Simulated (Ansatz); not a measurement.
SiRu (CsCl type, Pm-3m) under volume change, r²SCAN (plane waves, PAW; program Ansatz), scaled uniformly.

```csv
V (Å³/atom),E − E(relaxed) (meV/atom),P (GPa)
11.246,105.3,33.07
11.617,…,…
11.988,10.3,9.24
12.359,0.0,0.00
12.729,…,…
13.100,34.7,-14.20
13.471,74.1,-19.69
```

Task: Complete the blanks.

Result: 
- 11.617, E − E(relaxed) (meV/atom): 44.1
- 11.617, P (GPa): 20.20
- 12.729, E − E(relaxed) (meV/atom): 9.2
- 12.729, P (GPa): -7.72

Task: What does a third-order Birch–Murnaghan fit give for V₀, B₀ and B′?

Result: V₀ = 12.36 Å³/atom, B₀ = 280 GPa, B′ = 4.7.

The cell is a constructed one: a structure type filled with these elements; the Crystallography Open Database copy checked does not list it. Whether it is the stable phase at ambient conditions was not checked. Symmetry was held in the r²SCAN relaxation; its stability against distortions is not shown here. No spin polarisation was allowed.

Potentials: the later of the program's two PAW sets.
